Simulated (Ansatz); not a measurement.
Relaxed-ion elastic tensor of CuZrSe2 in space group P-3m1 (No. 164; Se on 2d, Zr on 1a, Cu on 1b) in GPa (Voigt order), DFT-PBE+D3(BJ) in the program Ansatz with PAW potentials; density 7.01 g/cm³, 18.52 Å³ per atom.

```csv
,1,2,3,4,5,6
1,148,68.2,75.8,-11.4,0.0,0.0
2,68.2,148,75.8,11.4,0.0,0.0
3,75.8,75.8,167,0.0,0.0,0.0
4,-11.4,11.4,0.0,45.0,0.0,0.0
5,0.0,0.0,0.0,0.0,45.0,-11.4
6,0.0,0.0,0.0,0.0,-11.4,39.9
```

Question: Is the crystal mechanically stable?

Answer: Yes: the smallest eigenvalue of C is 30.8 GPa.

Question: Work out the Voigt, Reuss and Hill averages.

Answer: K_V = 100, K_R = 99.6, K_H = 100.0; G_V = 42.2, G_R = 39.6, G_H = 40.9 GPa.

Question: Give Young's modulus, Poisson's ratio, Pugh's ratio and the universal anisotropy index.

Answer: E = 9KG/(3K + G) = 108 GPa; ν = 0.32; K/G = 2.44 (ductile by the Pugh limit of 1.75); A_U = 5G_V/G_R + K_V/K_R − 6 = 0.34.

Question: Estimate the sound speeds and the Debye temperature.

Answer: v_l = √((K + 4G/3)/ρ) = 4690 m/s, v_t = √(G/ρ) = 2420 m/s, mean 2700 m/s; Θ = (h/k)(3n/4πV)^(1/3) v_m = 304 K.

Question: How much does each axis shrink under pressure?

Answer: Linear compressibilities β_i = Σ_j S_ij (j = 1 to 3): x 3.7, y 3.7, z 2.6 per TPa.

A made-up cell: these elements were put on the sites of a structure type; neither database checked (COD, Materials Project) lists it. Its standing as an ambient phase is unchecked. The cell was relaxed with PBE+D3(BJ) under the symmetry of its start; of distortions, only those at the zone centre were tested. The run is not spin-polarised. As this level gives no gap, shear constants depend on the k-mesh and smearing (Fermi–Dirac, 0.1 eV here).

Potentials: the later of the program's two PAW sets.
